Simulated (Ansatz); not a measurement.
The relaxed structure here is a generated cell of LiNbO3: the first start was made by placing the elements on the sites of a structure type, and the end was not matched to a known phase here, so it may be hypothetical. Known forms of LiNbO3 include space group No. 161.

One stationary structure of LiNbO$_{3}$. Space group Pnma (No. 62), AFLOW prototype AB3C_oP20_62_c_cd_a (as in CaTiO3). Level of theory: r2SCAN (plane waves to 500 eV, PAW, scalar-relativistic; Ansatz, a program for electronic structure).

```xyz
20
Lattice="5.4108 0.0000 0.0000 0.0000 7.5341 0.0000 0.0000 0.0000 5.1736" Properties=species:S:1:pos:R:3 pbc="T T T"
Li     2.6748     1.8835     5.1697
Li     5.3802     1.8835     2.5906
Li     2.7360     5.6505     0.0038
Li     0.0306     5.6505     2.5829
Nb     0.0000     0.0000     0.0000
Nb     2.7054     3.7670     2.5868
Nb     0.0000     3.7670     0.0000
Nb     2.7054     0.0000     2.5868
O      0.1829     1.8835     0.6087
O      2.8883     1.8835     1.9781
O      5.2279     5.6505     4.5649
O      2.5225     5.6505     3.1955
O      1.6760     4.2167     0.9538
O      4.3814     7.0844     1.6330
O      3.7349     0.4496     4.2198
O      1.0294     3.3174     3.5406
O      3.7349     3.3174     4.2198
O      1.0294     0.4496     3.5406
O      1.6760     7.0844     0.9538
O      4.3814     4.2167     1.6330
```

```yaml
volume_per_atom: 10.55 Å³
band_gap: 3.01 eV, indirect (valence top at k = (0.2, 0.25, 0.2), conduction bottom at Γ) (no spin-orbit coupling)
smallest_direct_gap: 3.05 eV at Γ
shortest_distances: Nb–O 1.98 Å; Li–O 1.99 Å; O–O 2.79 Å; Li–Nb 3.20 Å
k-mesh: 5×4×5
```

Band energies at high-symmetry points (eV from the VBM; labels of this space group; no spin-orbit coupling), from −5 eV up to 8.0 eV:

| point | energies |
|---|---|
| Γ | -4.99 -4.95 -4.82 -4.69 -4.58 -4.50 -4.47 -4.28 -3.45 -2.49 -2.39 -2.24 -2.19 -2.08 -2.05 -2.04 -2.00 -1.82 -1.62 -1.48 -1.36 -1.17 -0.94 -0.90 -0.61 -0.52 -0.47 -0.32 -0.27 -0.25 -0.25 -0.24 -0.13 -0.12 -0.04 3.01 3.04 3.15 3.21 4.37 4.42 5.07 5.17 5.29 5.32 5.78 6.24 7.87 |
| X | -4.80 -4.80 -3.98 -3.98 -3.91 -3.91 -3.63 -3.63 -3.41 -3.41 -3.28 -3.28 -3.09 -3.09 -2.77 -2.77 -2.49 -2.49 -1.99 -1.99 -1.34 -1.34 -1.31 -1.31 -1.15 -1.15 -0.80 -0.80 -0.70 -0.70 -0.34 -0.34 -0.26 -0.26 -0.13 -0.13 4.16 4.16 4.28 4.28 4.85 4.85 4.96 4.96 5.03 5.03 5.57 5.57 |
| S | -3.80 -3.80 -3.80 -3.80 -3.56 -3.56 -3.56 -3.56 -3.40 -3.40 -3.40 -3.40 -2.94 -2.94 -2.94 -2.94 -2.75 -2.75 -2.75 -2.75 -2.35 -2.35 -2.35 -2.35 -0.53 -0.53 -0.53 -0.53 -0.27 -0.27 -0.27 -0.27 -0.16 -0.16 -0.16 -0.16 4.68 4.68 4.68 4.68 4.87 4.87 4.87 4.87 4.96 4.96 4.96 4.96 |
| Y | -4.59 -4.59 -4.37 -4.37 -3.77 -3.77 -3.76 -3.76 -3.45 -3.45 -3.01 -3.01 -2.02 -2.02 -1.98 -1.98 -1.51 -1.51 -1.39 -1.39 -1.11 -1.11 -1.06 -1.06 -0.40 -0.40 -0.37 -0.37 -0.18 -0.18 -0.15 -0.15 -0.15 -0.15 3.15 3.15 4.00 4.00 4.27 4.27 4.69 4.69 5.56 5.56 5.88 5.88 |
| Z | -4.76 -4.76 -4.00 -4.00 -3.84 -3.84 -3.57 -3.57 -3.47 -3.47 -3.37 -3.37 -3.27 -3.27 -2.75 -2.75 -2.73 -2.73 -1.48 -1.48 -1.42 -1.42 -1.41 -1.41 -1.02 -1.02 -0.76 -0.76 -0.63 -0.63 -0.36 -0.36 -0.18 -0.18 -0.14 -0.14 4.16 4.16 4.25 4.25 4.65 4.65 4.80 4.80 4.93 4.93 5.67 5.67 7.89 7.89 |
| U | -4.90 -4.90 -4.59 -4.59 -4.33 -4.33 -2.64 -2.64 -2.62 -2.62 -2.24 -2.24 -2.03 -2.03 -2.00 -2.00 -1.70 -1.70 -1.53 -1.53 -1.36 -1.36 -1.21 -1.21 -1.17 -1.17 -0.87 -0.87 -0.35 -0.35 -0.29 -0.29 -0.18 -0.18 3.04 3.04 4.18 4.18 4.43 4.43 4.97 4.97 5.46 5.46 5.96 5.96 7.96 7.96 |
| R | -4.84 -4.84 -4.84 -4.84 -3.90 -3.90 -3.90 -3.90 -3.21 -3.21 -3.21 -3.21 -2.33 -2.33 -2.33 -2.33 -1.81 -1.81 -1.81 -1.81 -1.63 -1.63 -1.63 -1.63 -1.02 -1.02 -1.02 -1.02 -0.75 -0.75 -0.75 -0.75 -0.24 -0.24 -0.24 -0.24 3.96 3.96 3.96 3.96 4.71 4.71 4.71 4.71 5.63 5.63 5.63 5.63 |
| T | -3.83 -3.83 -3.77 -3.77 -3.59 -3.59 -3.54 -3.54 -3.52 -3.52 -3.33 -3.33 -3.03 -3.03 -2.84 -2.84 -2.80 -2.80 -2.62 -2.62 -2.40 -2.40 -2.40 -2.40 -0.45 -0.45 -0.45 -0.45 -0.25 -0.25 -0.25 -0.25 -0.19 -0.19 -0.04 -0.04 4.67 4.67 4.71 4.71 4.74 4.74 4.78 4.78 4.83 4.83 4.85 4.85 |

No spin polarisation in the result.

The run could not lose the symmetry of its start: the end is stationary, and may be a saddle point rather than a minimum.
